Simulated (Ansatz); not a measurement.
Calculated 139La NMR of the central transition for SrCaLaBiO₆

Cell: a computed structure from the Materials Project (it need not be an observed phase), taken as it stands.

Space group P-4n2 (No. 118); a = 5.9771, c = 8.6366 Å.

```
site  Wyckoff  site symmetry       x       y       z
  Sr       2d           2.22  0.5000  0.0000  0.2500
  Ca       2b           -4..  0.0000  0.0000  0.5000
  La       2c           2.22  0.0000  0.5000  0.2500
  Bi       2a           -4..  0.0000  0.0000  0.0000
  O9       4e            2..  0.0000  0.0000  0.2436
 O13       8i              1  0.3200  0.1570  0.9866
```

One atom of each set is listed.

The numbers come from a DFT calculation in Ansatz (r2SCAN, plane waves and PAW, scalar-relativistic, 500 eV cutoff, Γ-centred 4×4×3 k-points, Fermi–Dirac smearing 0.02 eV).

139La has I = 7/2 and Q = 206.0 mb (Pyykkö 2018); at 28.2 T its Larmor frequency is ν₀ = 170.9 MHz (from the bare nuclear moment; shielding lowers the observed one by a per cent or two). Only the quadrupole interaction is simulated: positions count from each site's isotropic chemical shift, and shift anisotropy, dipolar and J coupling are left out.

Simulated pattern of one La site (static powder, Gaussian broadening 200 kHz):

offset (kHz), height and a bar:
```
  -2504.3          0 
  -2379.5          6 ##
  -2254.6         24 #######
  -2129.7         35 ###########
  -2004.9         38 ###########
  -1880.0         39 ############
  -1755.1         41 ############
  -1630.3         43 #############
  -1505.4         45 #############
  -1380.5         47 ##############
  -1255.7         50 ###############
  -1130.8         53 ################
  -1005.9         56 #################
   -881.1         61 ##################
   -756.2         67 ####################
   -631.3         76 #######################
   -506.5         92 ############################
   -381.6        100 ##############################
   -256.7         90 ###########################
   -131.8         84 #########################
     -7.0         83 #########################
    117.9         84 #########################
    242.8         90 ###########################
    367.6         93 ############################
    492.5         64 ###################
    617.4         44 #############
    742.2         38 ###########
    867.1         35 ###########
    992.0         32 ##########
   1116.8         21 ######
   1241.7          5 ##
   1366.6          0
```

Task: Which |C_Q| and η does the pattern imply?

Result: The pattern spans 3445 kHz before broadening and its centre of gravity is at -471 kHz, which fixes P_Q; the places of the horns and steps fix η. That gives P_Q = 178 MHz, |C_Q| = 165 MHz and η = 0.69. The sign of C_Q can't be read from the pattern.

At this cell the principal stresses reach 5 GPa in size with r2SCAN, which can matter for small gradients. The largest force is 0.5 eV/Å, so the atoms aren't at the calculated equilibrium and relaxing them would move these values. Without spin–orbit coupling (the program notes it for La) the gradients are little affected as a rule: paired runs on crystals with a gap mostly move them by under 2 % at such atoms.
